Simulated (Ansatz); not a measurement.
Theory: DFT PBE, scalar-relativistic, plane waves, PAW (Ansatz). All cells share a 420 eV cutoff and Γ-centred k meshes spaced at most about 0.3 Å⁻¹ (about 0.25 or finer for metals, 2π included). No spin polarisation in the final relaxations.

All energies are static (0 K, no zero-point motion).

Two forms of KZrN were relaxed alike.

A.

```cif
data_structure
_symmetry_space_group_name_H-M 'P4/mmm'
_symmetry_Int_Tables_number 123
_cell_length_a 4.2096
_cell_length_b 4.2096
_cell_length_c 4.1662
_cell_angle_alpha 90.000
_cell_angle_beta 90.000
_cell_angle_gamma 90.000
_cell_volume 73.83
loop_
_atom_site_label
_atom_site_type_symbol
_atom_site_symmetry_multiplicity
_atom_site_Wyckoff_symbol
_atom_site_fract_x
_atom_site_fract_y
_atom_site_fract_z
_atom_site_occupancy
K1 K 1 a 0.00000 0.00000 0.00000 1
Zr1 Zr 1 d 0.50000 0.50000 0.50000 1
N1 N 1 c 0.50000 0.50000 0.00000 1
```

B.

```cif
data_structure
_symmetry_space_group_name_H-M 'P-6m2'
_symmetry_Int_Tables_number 187
_cell_length_a 3.6411
_cell_length_b 3.6411
_cell_length_c 6.6658
_cell_angle_alpha 90.000
_cell_angle_beta 90.000
_cell_angle_gamma 120.000
_cell_volume 76.53
loop_
_atom_site_label
_atom_site_type_symbol
_atom_site_symmetry_multiplicity
_atom_site_Wyckoff_symbol
_atom_site_fract_x
_atom_site_fract_y
_atom_site_fract_z
_atom_site_occupancy
K1 K 1 a 0.00000 0.00000 0.00000 1
Zr1 Zr 1 d 0.33333 0.66667 0.50000 1
N1 N 1 f 0.66667 0.33333 0.50000 1
```

Question: Which is lower in energy, and by how much?

Answer: B is lower, by 0.58 eV/atom. A has space group P4/mmm (No. 123), 24.6 Å³/atom and no gap on its mesh; B has space group P-6m2 (No. 187), 25.5 Å³/atom and no gap. Counting N atoms around K and Zr (those within 1.25 times the shortest such distance or 1.15 times the sum of covalent radii; the shortest distance is added where it is long for a bond), A has K 4, Zr 2 and B has K 6 from 3.9 Å, Zr 3. The lower one is the more open, so pressure narrows the difference. In A, around K lie 4 N at 2.98 Å, 8 Zr at 3.63 Å and 6 K at 4.17–4.21 Å; Zr is surrounded by 2 N at 2.08 Å and 8 K at 3.63 Å; N has 2 Zr at 2.08 Å and 4 K at 2.98 Å. In B, K has 6 K at 3.64 Å, 6 N at 3.94 Å and 6 Zr at 3.94 Å; around Zr lie 3 N at 2.10 Å, 6 Zr at 3.64 Å and 6 K at 3.94 Å; N is surrounded by 3 Zr at 2.10 Å, 6 N at 3.64 Å and 6 K at 3.94 Å. Both come from invented guesses. A third cell relaxed alike, in P4/nmm, lies 193 meV/atom below the lower of the two.

A magnetic state wasn't ruled out in cells without spin, among them P4/mmm. Cells relaxed within their symmetry can be saddle points.
